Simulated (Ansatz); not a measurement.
**BeS: computed property card**

BeS:
```yaml
crystal:
  lattice:
    - [5.80946, 0.00000, 0.00000]
    - [0.00000, 3.44469, 0.00000]
    - [0.00000, 0.00000, 5.90863]
  atoms:
    - { symbol: Be, position: [0.14378, 0.25000, 0.40400] }
    - { symbol: Be, position: [0.35622, 0.75000, 0.90400] }
    - { symbol: Be, position: [0.85622, 0.75000, 0.59600] }
    - { symbol: Be, position: [0.64378, 0.25000, 0.09600] }
    - { symbol: S, position: [0.77812, 0.25000, 0.41801] }
    - { symbol: S, position: [0.72188, 0.75000, 0.91801] }
    - { symbol: S, position: [0.22188, 0.75000, 0.58199] }
    - { symbol: S, position: [0.27812, 0.25000, 0.08199] }
```

Space group Pnma (No. 62); conventional cell a = 5.809 Å, b = 3.445 Å, c = 5.909 Å, α = 90.00°, β = 90.00°, γ = 90.00°.

Method: LDA in the plane-wave PAW code Ansatz. Structure relaxed to zero pressure with the same functional. Other levels are named where they apply.

Cell and energy:

```json
{
  "volume_per_atom": "14.78 Å³",
  "density": "2.31 g/cm³",
  "Formation energy from the elements (no fitted shifts)": "-99 kJ/mol-atom"
}
```

Electronic structure:

```json
{
  "band_gap": "3.45 eV (indirect)",
  "valence_band_maximum": "on the Y–Γ line, 94 % of the way from Y (k = 0.000, -0.031, 0.000 in fractions of the reciprocal vectors)",
  "conduction_band_minimum": "on the Y–Γ line, 26 % of the way from Y (k = 0.000, 0.372, 0.000 in fractions of the reciprocal vectors) (2 equivalent valleys)",
  "smallest_direct_gap_on_the_standard_path": "3.77 eV",
  "electron_effective_mass": "0.42, 0.52, 0.67 mₑ (principal values)",
  "hole_effective_mass": "0.29, 1.8, 15 mₑ (principal values)"
}
```

Mechanics:

```json
{
 "Bulk modulus (Birch–Murnaghan fit)": "42.0 GPa",
 "Pressure derivative B′": "7.7",
 "Elastic constants (relaxed ions, GPa)": "C11 = 47.9, C22 = 174, C33 = 164, C12 = 16.5, C13 = 19.8, C23 = 57.9, C44 = 55.4, C55 = 49.4, C66 = 23.9",
 "mechanical_stability": "stable (all eigenvalues of C positive)",
 "hill_bulk_and_shear_moduli": "52.3 and 41.0 GPa",
 "Young's modulus": "97.6 GPa",
 "Poisson's ratio": "0.19",
 "debye_temperature_from_the_elastic_constants": "564 K"
}
```

Dielectric response:

```json
{
  "Electronic dielectric constant ε∞ (DFPT)": "4.98 (xx), 5.23 (yy), 5.17 (zz)",
  "Static dielectric constant ε0 (ions relaxed, cell fixed)": "7.97 (xx), 6.95 (yy), 6.83 (zz)",
  "Born charges (a third of the trace)": "Be +1.57, S -1.57 e"
}
```

Phonons:

```json
{
 "Highest zone-centre frequency (without LO–TO term)": "656 cm⁻¹",
 "zone_centre_stability": "no imaginary mode at Γ",
 "dynamical_stability_on_the_path": "stable (no imaginary branch)",
 "zero_point_energy": "72.6 meV/atom",
 "Vibrational entropy at 300 K": "16.8 J/(K·mol of atoms)"
}
```

The start of the workflow was typed in or built on a structure type; neither database checked (COD, Materials Project) lists it. COD files the formula under space group No. 216. Its standing as an ambient phase is unchecked. Symmetry was held in the LDA relaxation. The volume moved by 19 % from the start of the relaxation. The references are the lowest solids computed at this level, not always the standard phases.

Potentials: the later of the program's two PAW sets.
